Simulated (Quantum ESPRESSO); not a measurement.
## Hf3TaO7N (one run as intended and one with a planted mistake)

Simulated, not a measurement. The program is pw.x of Quantum ESPRESSO 7.5 (plane-wave density functional theory). The cell is made up: 12 atoms on a fluorite lattice, with randomly drawn elements, strain and displacements, not relaxed. PseudoDojo standard norm-conserving files (v0.5 for PBE, v0.4.1 for LDA and PBEsol) set the functional; there is no spin polarisation, spin-orbit coupling or dispersion term, and the masses in the input are unused placeholders.

The hafnium pseudopotential is less sure than the others, with forces about 3 percent (worst 6) and pressure in oxides about 1.5 GPa (worst 2.7) from a second method in checks, which no rerun with the same files tests.

Intended input:

```
&control calculation='scf', pseudo_dir='./dojo.nc.sr.pbe.v0_5.standard.upf', outdir='./o', disk_io='medium', tprnfor=.true., tstress=.true. /
&system ibrav=0, nat=12, ntyp=4, nbnd=54, ecutwfc=84.00895049, nosym=.true., tot_charge=0,
 occupations='smearing', smearing='fd', degauss=0.0018374661
/
&electrons conv_thr=7.350e-09, electron_maxstep=60, /
ATOMIC_SPECIES
Hf 1.0 Hf.upf
N 1.0 N.upf
O 1.0 O.upf
Ta 1.0 Ta.upf
CELL_PARAMETERS angstrom
5.2181 -0.0166 0.0436
-0.0166 5.1436 0.0206
0.0436 0.0206 5.1315
ATOMIC_POSITIONS angstrom
Hf 0.0948 -0.0731 -0.0733
Hf 0.0119 2.5638 2.5411
Hf 2.6646 -0.0128 2.6757
Ta 2.5539 2.4645 -0.0452
O 1.4147 1.2171 1.2634
O 1.3554 1.389 3.6816
O 1.3555 3.8511 1.3699
O 1.3301 3.8796 3.8728
N 3.9616 1.2107 1.4593
O 3.842 1.3115 3.9278
O 3.7822 3.8832 1.43
O 3.8796 3.7546 3.8948
K_POINTS automatic
4 4 4 1 1 1
```

The log is shortened where brackets say so; the opening notice, blank lines, dates and the lines on written files are dropped, and the path of the files is cut. It prints rydbergs, bohrs and kilobars, and counts compression as positive stress. Where no state is partly filled, the Fermi energy that it prints is only some level between the filled and the empty states on the mesh, and need not lie in the true gap.

Log of the intended run:

```
     Program PWSCF v.7.5
     Parallel version (MPI & OpenMP), running on       1 processor cores
     Number of MPI processes:                 1
     Threads/MPI process:                     1
     [start-up lines left out]
     bravais-lattice index     =            0
     lattice parameter (alat)  =       9.8612  a.u.
     unit-cell volume          =     929.3475 (a.u.)^3
     number of atoms/cell      =           12
     number of atomic types    =            4
     number of electrons       =        96.00
     number of Kohn-Sham states=           54
     kinetic-energy cutoff     =      84.0090  Ry
     charge density cutoff     =     336.0358  Ry
     scf convergence threshold =      7.3E-09
     mixing beta               =       0.7000
     number of iterations used =            8  plain     mixing
     Exchange-correlation= PBE
                           (   1   4   3   4   0   0   0)
     [axes and pseudopotential details left out]
   Cartesian axes
     site n.     atom                  positions (alat units)
         1        Hf     tau(   1) = (   0.0181668  -0.0140084  -0.0140467  )
         2        Hf     tau(   2) = (   0.0022804   0.4913086   0.4869586  )
         3        Hf     tau(   3) = (   0.5106252  -0.0024529   0.5127524  )
         4        Ta     tau(   4) = (   0.4894115   0.4722795  -0.0086618  )
         5        O      tau(   5) = (   0.2711032   0.2332365   0.2421091  )
         6        O      tau(   6) = (   0.2597393   0.2661782   0.7055160  )
         7        O      tau(   7) = (   0.2597585   0.7379978   0.2625180  )
         8        O      tau(   8) = (   0.2548910   0.7434593   0.7421562  )
         9        N      tau(   9) = (   0.7591732   0.2320100   0.2796500  )
        10        O      tau(  10) = (   0.7362539   0.2513266   0.7526960  )
        11        O      tau(  11) = (   0.7247942   0.7441492   0.2740352  )
        12        O      tau(  12) = (   0.7434593   0.7195052   0.7463721  )
     number of k points=    32  Fermi-Dirac smearing, width (Ry)=  0.0018
                       cart. coord. in units 2pi/alat
        k(    1) = (   0.1243591   0.1267141   0.1255493), wk =   0.0625000
        k(    2) = (   0.1222314   0.1256890   0.3798007), wk =   0.0625000
     [further k points left out]
     Dense  grid:    96683 G-vectors     FFT dimensions: (  60,  60,  60)
     Estimated max dynamical RAM per process >     170.37 MB
     Initial potential from superposition of free atoms
     starting charge      95.9935, renormalised to      96.0000
     Starting wfcs are   72 randomized atomic wfcs
     total cpu time spent up to now is       15.0 secs
     per-process dynamical memory:   104.6 Mb
     Self-consistent Calculation
     iteration #  1     ecut=    84.01 Ry     beta= 0.70
     Davidson diagonalization with overlap
     ethr =  1.00E-02,  avg # of iterations =  2.0
     total cpu time spent up to now is       32.8 secs
     total energy              =    -719.48302810 Ry
     estimated scf accuracy    <       5.40278505 Ry
     iteration #  2     ecut=    84.01 Ry     beta= 0.70
     Davidson diagonalization with overlap
     ethr =  5.63E-03,  avg # of iterations =  6.0
     total cpu time spent up to now is       73.9 secs
     total energy              =    -717.23906438 Ry
     estimated scf accuracy    <      27.94865602 Ry
     [iterations 3 to 14 left out]
     iteration # 15     ecut=    84.01 Ry     beta= 0.70
     Davidson diagonalization with overlap
     ethr =  2.50E-10,  avg # of iterations =  3.7
     total cpu time spent up to now is      451.8 secs
     total energy              =    -722.25593507 Ry
     estimated scf accuracy    <          8.4E-09 Ry
     iteration # 16     ecut=    84.01 Ry     beta= 0.70
     Davidson diagonalization with overlap
     ethr =  8.79E-12,  avg # of iterations =  5.1
     total cpu time spent up to now is      493.9 secs
     End of self-consistent calculation
     [lines on levels left out]
     the Fermi energy is    13.5088 ev
!    total energy              =    -722.25593508 Ry
     estimated scf accuracy    <          6.4E-09 Ry
     smearing contrib. (-TS)   =      -0.00000000 Ry
     internal energy E=F+TS    =    -722.25593508 Ry
     The total energy is F=E-TS. E is the sum of the following terms:
     one-electron contribution =    -122.70979112 Ry
     hartree contribution      =     115.58284178 Ry
     xc contribution           =    -179.82330260 Ry
     ewald contribution        =    -535.30568314 Ry
     convergence has been achieved in  16 iterations
     Forces acting on atoms (cartesian axes, Ry/au):
     atom    1 type  1   force =    -0.07761557    0.03577231    0.11653188
     atom    2 type  1   force =    -0.07932050   -0.01514921   -0.08953097
     atom    3 type  1   force =     0.06032049    0.01663558   -0.11041291
     atom    4 type  4   force =     0.08090613   -0.03752625    0.10740216
     atom    5 type  3   force =    -0.01275622    0.03224632   -0.09356786
     atom    6 type  3   force =    -0.01902025   -0.00876773    0.09443207
     atom    7 type  3   force =    -0.05821456   -0.03252148   -0.04993418
     atom    8 type  3   force =    -0.00267263   -0.00583834    0.05907175
     atom    9 type  2   force =     0.02595552    0.06527073   -0.06923215
     atom   10 type  3   force =     0.00938197   -0.02130659    0.06215569
     atom   11 type  3   force =     0.05167650   -0.04743555   -0.07464643
     atom   12 type  3   force =     0.02135911    0.01862020    0.04773096
     Total force =     0.358478     Total SCF correction =     0.000228
     Computing stress (Cartesian axis) and pressure
          total   stress  (Ry/bohr**3)                   (kbar)     P=     -106.34
  -0.00094256  -0.00000584  -0.00012648         -138.66       -0.86      -18.61
  -0.00000584  -0.00056010   0.00010097           -0.86      -82.39       14.85
  -0.00012648   0.00010097  -0.00066607          -18.61       14.85      -97.98
     init_run     :     14.21s CPU     14.85s WALL (       1 calls)
     electrons    :    461.84s CPU    478.97s WALL (       1 calls)
     forces       :      6.63s CPU      6.70s WALL (       1 calls)
     stress       :     23.52s CPU     24.31s WALL (       1 calls)
     [timing details left out]
     PWSCF        :   8m26.44s CPU   8m45.40s WALL
     JOB DONE.
```

A second run has one planted mistake: the k-point mesh is too coarse. The input lines that differ, file-writing options aside:

```
- 4 4 4 1 1 1
+ 2 2 2 1 1 1
```

Its log:

```
     Program PWSCF v.7.5
     Parallel version (MPI & OpenMP), running on       1 processor cores
     Number of MPI processes:                 1
     Threads/MPI process:                     1
     [start-up lines left out]
     bravais-lattice index     =            0
     lattice parameter (alat)  =       9.8612  a.u.
     unit-cell volume          =     929.3475 (a.u.)^3
     number of atoms/cell      =           12
     number of atomic types    =            4
     number of electrons       =        96.00
     number of Kohn-Sham states=           54
     kinetic-energy cutoff     =      84.0090  Ry
     charge density cutoff     =     336.0358  Ry
     scf convergence threshold =      7.3E-09
     mixing beta               =       0.7000
     number of iterations used =            8  plain     mixing
     Exchange-correlation= PBE
                           (   1   4   3   4   0   0   0)
     [axes and pseudopotential details left out]
   Cartesian axes
     site n.     atom                  positions (alat units)
         1        Hf     tau(   1) = (   0.0181668  -0.0140084  -0.0140467  )
         2        Hf     tau(   2) = (   0.0022804   0.4913086   0.4869586  )
         3        Hf     tau(   3) = (   0.5106252  -0.0024529   0.5127524  )
         4        Ta     tau(   4) = (   0.4894115   0.4722795  -0.0086618  )
         5        O      tau(   5) = (   0.2711032   0.2332365   0.2421091  )
         6        O      tau(   6) = (   0.2597393   0.2661782   0.7055160  )
         7        O      tau(   7) = (   0.2597585   0.7379978   0.2625180  )
         8        O      tau(   8) = (   0.2548910   0.7434593   0.7421562  )
         9        N      tau(   9) = (   0.7591732   0.2320100   0.2796500  )
        10        O      tau(  10) = (   0.7362539   0.2513266   0.7526960  )
        11        O      tau(  11) = (   0.7247942   0.7441492   0.2740352  )
        12        O      tau(  12) = (   0.7434593   0.7195052   0.7463721  )
     number of k points=     4  Fermi-Dirac smearing, width (Ry)=  0.0018
                       cart. coord. in units 2pi/alat
        k(    1) = (   0.2487181   0.2534282   0.2510986), wk =   0.5000000
        k(    2) = (   0.2529735   0.2554785  -0.2574042), wk =   0.5000000
     [further k points left out]
     Dense  grid:    96683 G-vectors     FFT dimensions: (  60,  60,  60)
     Estimated max dynamical RAM per process >     170.37 MB
     Initial potential from superposition of free atoms
     starting charge      95.9935, renormalised to      96.0000
     Starting wfcs are   72 randomized atomic wfcs
     total cpu time spent up to now is        2.3 secs
     per-process dynamical memory:    95.7 Mb
     Self-consistent Calculation
     iteration #  1     ecut=    84.01 Ry     beta= 0.70
     Davidson diagonalization with overlap
     ethr =  1.00E-02,  avg # of iterations =  2.0
     total cpu time spent up to now is        4.7 secs
     total energy              =    -719.49702484 Ry
     estimated scf accuracy    <       5.38786607 Ry
     iteration #  2     ecut=    84.01 Ry     beta= 0.70
     Davidson diagonalization with overlap
     ethr =  5.61E-03,  avg # of iterations =  6.5
     total cpu time spent up to now is        8.2 secs
     total energy              =    -717.35248807 Ry
     estimated scf accuracy    <      27.49888177 Ry
     [iterations 3 to 14 left out]
     iteration # 15     ecut=    84.01 Ry     beta= 0.70
     Davidson diagonalization with overlap
     ethr =  2.96E-10,  avg # of iterations =  3.2
     total cpu time spent up to now is       43.6 secs
     total energy              =    -722.28000045 Ry
     estimated scf accuracy    <       0.00000002 Ry
     iteration # 16     ecut=    84.01 Ry     beta= 0.70
     Davidson diagonalization with overlap
     ethr =  1.63E-11,  avg # of iterations =  5.0
     total cpu time spent up to now is       47.0 secs
     End of self-consistent calculation
     [lines on levels left out]
     the Fermi energy is    13.1848 ev
!    total energy              =    -722.28000045 Ry
     estimated scf accuracy    <          4.1E-09 Ry
     smearing contrib. (-TS)   =      -0.00000000 Ry
     internal energy E=F+TS    =    -722.28000045 Ry
     The total energy is F=E-TS. E is the sum of the following terms:
     one-electron contribution =    -122.65835502 Ry
     hartree contribution      =     115.47456947 Ry
     xc contribution           =    -179.79053177 Ry
     ewald contribution        =    -535.30568314 Ry
     convergence has been achieved in  16 iterations
     Forces acting on atoms (cartesian axes, Ry/au):
     atom    1 type  1   force =    -0.07859602    0.03706115    0.11695616
     atom    2 type  1   force =    -0.07811947   -0.01379493   -0.08703356
     atom    3 type  1   force =     0.05853411    0.01730989   -0.10992657
     atom    4 type  4   force =     0.08262334   -0.03130973    0.11115951
     atom    5 type  3   force =    -0.01535143    0.03248449   -0.08919834
     atom    6 type  3   force =    -0.01716157   -0.01160585    0.09600652
     atom    7 type  3   force =    -0.05637709   -0.03215205   -0.05091025
     atom    8 type  3   force =    -0.00258364   -0.00890008    0.05491235
     atom    9 type  2   force =     0.02117217    0.06356388   -0.07198259
     atom   10 type  3   force =     0.01200107   -0.02231397    0.05725739
     atom   11 type  3   force =     0.05355269   -0.05085758   -0.07391883
     atom   12 type  3   force =     0.02030583    0.02051478    0.04667821
     Total force =     0.356918     Total SCF correction =     0.000163
     Computing stress (Cartesian axis) and pressure
          total   stress  (Ry/bohr**3)                   (kbar)     P=     -111.58
  -0.00097806  -0.00000575  -0.00013471         -143.88       -0.85      -19.82
  -0.00000575  -0.00059030   0.00009841           -0.85      -86.84       14.48
  -0.00013471   0.00009841  -0.00070710          -19.82       14.48     -104.02
     init_run     :      2.13s CPU      2.23s WALL (       1 calls)
     electrons    :     44.17s CPU     44.68s WALL (       1 calls)
     forces       :      0.88s CPU      0.91s WALL (       1 calls)
     stress       :      2.90s CPU      3.10s WALL (       1 calls)
     [timing details left out]
     PWSCF        :     50.17s CPU     51.05s WALL
     JOB DONE.
```

|  | intended run | run with the mistake |
| --- | --- | --- |
| free energy (eV) | -9826.793 | -9827.120 |
| smearing term -TS (eV) | 0.0000 | 0.0000 |
| pressure (GPa) | -10.63 | -11.16 |
| largest force component (eV/Å) | 2.996 | 3.007 |
| largest change of a force component (eV/Å) |  | 0.160 |
| iterations | 16 | 16 |

For scale, a rerun of the intended cell at a cutoff of 1437 eV and k mesh 6 x 6 x 6 moved values by no more than 0.002 eV in energy, 0.05 GPa in stress and 0.011 eV/Å in force.